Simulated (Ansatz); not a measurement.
Al:
```cif
data_Al
_chemical_formula_sum 'Al1'
_space_group_name_H-M_alt 'P 1'
_space_group_IT_number 1
_cell_length_a 2.85642
_cell_length_b 2.85642
_cell_length_c 2.85642
_cell_angle_alpha 60.000
_cell_angle_beta 60.000
_cell_angle_gamma 60.000
loop_
_space_group_symop_operation_xyz
  'x, y, z'
loop_
_atom_site_label
_atom_site_type_symbol
_atom_site_fract_x
_atom_site_fract_y
_atom_site_fract_z
_atom_site_occupancy
Al1 Al 0.00000 0.00000 0.00000 1
```

Relaxed with DFT-PBE in the program Ansatz with PAW potentials. Indices refer to the conventional cell of Fm-3m, a = b = c = 4.0396 Å, α = β = γ = 90.00°.

Question: Simulate the powder diffraction pattern (Cu Kα, λ = 1.54184 Å; lines above 1 %) up to 2θ = 90°.

Answer: Simulated powder pattern, Cu Kα, λ = 1.54184 Å (kinematic, ideal powder, no thermal factors, no anomalous dispersion; the 30 strongest lines at most, above 1 %, up to 2θ = 90°):

```csv
2θ (°),d (Å),I/Imax (%),hkl
38.60,2.332,100,(111)
44.88,2.020,48,(200)
65.34,1.428,31,(220)
78.54,1.218,36,(311)
82.77,1.166,10,(222)
```

The cell was relaxed with PBE under the symmetry of its start.

Potentials: the earlier of the program's two PAW sets.
